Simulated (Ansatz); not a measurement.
K$_{2}$RbLaV$_{2}$O$_{8}$:
```
K2RbLaV2O8
1.0
    6.09238     0.00000     0.00000
   -3.04619     5.27616     0.00000
    0.00000     0.00000     7.77098
K Rb La V O
2 1 1 2 8
Direct
  0.33333   0.66667   0.69293
  0.66667   0.33333   0.30707
  0.00000   0.00000   0.00000
  0.00000   0.00000   0.50000
  0.33333   0.66667   0.23484
  0.66667   0.33333   0.76516
  0.33333   0.66667   0.02260
  0.66667   0.33333   0.97740
  0.17957   0.82043   0.31379
  0.82043   0.17957   0.68621
  0.17957   0.35915   0.31379
  0.82043   0.64085   0.68621
  0.64085   0.82043   0.31379
  0.35915   0.17957   0.68621
```

Relaxed with r²SCAN.

**Question.** Map the valence electron density (e/Å³), cut off at 2 on the plane through (0.333, 0.667, 0.693) spanned by u = [0, 0, 1] and v = [1, -1, 0] in lattice vectors, from r²SCAN (plane waves, PAW; program Ansatz).

**Answer.** x is the fraction of u, y of v (the angle between them is 90°; rows are the nearest grid lines); atoms in the plane: K at (0.00, 0.00), K at (0.61, 0.33), Rb at (0.31, 0.67), La at (0.81, 0.67), V at (0.54, 0.00), V at (0.07, 0.33), O at (0.33, 0.00), O at (0.28, 0.33), O at (0.62, 0.85), O at (0.99, 0.49).
```
|@@@@+:  .=@@@@@@@%@@@@@@@*.       :+@@@@|
|@@@+:.   .-#@@@#=-=@@@@@*:.       .:+@@@|
|*+-:.     .:---:...:=***+=:..      .:-+*|
|                   .:*@@@@@%-.          |
|                   .:*@@@@@@=.          |
|          .....      .:-==-:..:::..     |
|        .:-===-:.      .....:-=++=-:.   |
|       :+%@@@@@%=:        :=#%###%%#=:  |
|      .:*@@#*%@@+:.       :+#%#**#%#+:  |
|       .:=*#%#*=:.        .:=*#%##+=:.  |
|:..      .:---:.            .:-==-::.:::|
|@@@=.                             .-*@@@|
|@@@#:.                            .=@@@@|
|%%*=:.  ......        .:::.        .-+#%|
|=#@@#-:.:-=+=-..    .-+#%#+-.       .:-=|
|@@@@@@@#@@@@@@@-.  :+@@@@@@@+.       .+@|
|@@@@@@@+#@@@@@*:.  .=@@@@@@%-.       .-@|
|..:::.....:::.       .:---:.           .|
|                                        |
|                                        |
|                                        |
|++-:.     .:---:...:=+=:..         .:-++|
|@@@+:.   .-#@@@#=-=@@@@@+:        .:+@@@|
|@@@@+:  .=@@@@@@@%@@@@@@@*.       :+@@@@|
```
Scale: ten equal steps from 0.012 (start of ' ') to 2.00 (end of '@'), in the order ' .:-=+*#%@'; x runs from 0.000 to 1.00, y from 0.000 (bottom) to 1.00 (top).

The density is the valence pseudo-density with augmentation charge, so density and ELF within about 1 Å of a nucleus are not all-electron values.

Space group P-3m1. The workflow started from a Materials Project entry (that database holds measured and hypothetical structures alike); the Crystallography Open Database copy checked does not list it. Whether it is the stable phase at ambient conditions was not checked. The cell was relaxed with r²SCAN under the symmetry of its start; its stability against distortions is not shown here. The run is not spin-polarised. No Hubbard U is applied. Spin–orbit coupling is left out wherever it is not named.

Potentials: the later of the program's two PAW sets.
